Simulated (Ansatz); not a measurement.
BN:
```
CELL_PARAMETERS angstrom
      2.49703     0.00000     0.00000
     -1.24852     2.16249     0.00000
      0.00000     0.00000     6.66180
ATOMIC_POSITIONS crystal
  B  0.00000 0.00000 0.75000
  B  0.00000 0.00000 0.25000
  N  0.66667 0.33333 0.25000
  N  0.33333 0.66667 0.75000
```

Relaxed with r²SCAN+D4.

Give the Bader charges and basin volumes of the independent atoms, r²SCAN+D4 (plane waves, PAW; program Ansatz).



| atom | Bader charge (e) | Bader volume (Å³) |
|---|---|---|
| B1 | +2.30 | 1.9 |
| N3 | -2.30 | 16.1 |

Space group P6_3/mmc. The workflow started from a Materials Project entry (that database holds measured and hypothetical structures alike). Its sites differ from those of the usual phase in this space group: another stacking or structure type. The r²SCAN+D4 relaxation kept the symmetry of its start; whether a distortion lowers the energy is not shown.

Potentials: the earlier of the program's two PAW sets. The files were generated under PBE; for other functionals the program regenerates the frozen cores, and for LDA and PBEsol the local potential too.
